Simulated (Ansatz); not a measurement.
# Ba6LiNb2IrCl2O12: checking a database structure before trusting its electric field gradients

The cell is a computed structure from the Materials Project (it need not be an observed phase), taken as it stands.

```cif
data_Ba6LiNb2IrCl2O12
_symmetry_space_group_name_H-M 'Cm'
_symmetry_Int_Tables_number 8
_cell_length_a 11.0824
_cell_length_b 5.8886
_cell_length_c 15.0506
_cell_angle_alpha 90.000
_cell_angle_beta 94.133
_cell_angle_gamma 90.000
loop_
_atom_site_label
_atom_site_type_symbol
_atom_site_symmetry_multiplicity
_atom_site_Wyckoff_symbol
_atom_site_fract_x
_atom_site_fract_y
_atom_site_fract_z
Ba1 Ba 2 a 0.6931 0.0000 0.6224
Ba2 Ba 2 a 0.6844 0.0000 0.2038
Ba3 Ba 2 a 0.3431 0.0000 0.3583
Ba4 Ba 2 a 0.3474 0.0000 0.0736
Ba5 Ba 2 a 0.6427 0.0000 0.9418
Ba6 Ba 2 a 0.2869 0.0000 0.8021
Li Li 2 a 0.5004 0.0000 0.7277
Nb8 Nb 2 a 0.9969 0.0000 0.1854
Nb9 Nb 2 a 0.9918 0.0000 0.8148
Ir Ir 2 a 0.9943 0.0000 0.9954
Cl11 Cl 2 a 0.3599 0.0000 0.5902
Cl12 Cl 2 a 0.6952 0.0000 0.4170
O13 O 4 b 0.5606 0.7358 0.0885
O14 O 4 b 0.4078 0.7421 0.2365
O15 O 4 b 0.5805 0.7372 0.7498
O17 O 2 a 0.1479 0.0000 0.2541
O18 O 4 b 0.4326 0.2529 0.9035
O19 O 2 a 0.8401 0.0000 0.7484
O21 O 2 a 0.1478 0.0000 0.9229
O24 O 2 a 0.8437 0.0000 0.0727
```

One atom of each set is listed; the run and its k-mesh use a cell of 24 atoms with edges of 6.27, 6.27, 15.05 Å.

Computed with Ansatz: DFT, PBE, plane waves and PAW, scalar-relativistic, 420 eV cutoff, Γ-centred 5×5×2 k-points, Fermi–Dirac smearing 0.02 eV.

Problem. Do the atoms and the cell lie near the calculated equilibrium?

Solution. Nearly. The largest force is 0.48 eV/Å, on atom 17 (O: 1 Nb at 1.90 Å; also 3 Ba at 2.58–3.07 Å), and the pressure is -2.0 GPa. Relaxing the atoms is still advisable, since electric field gradients respond to shifts of a few hundredths of an ångström.
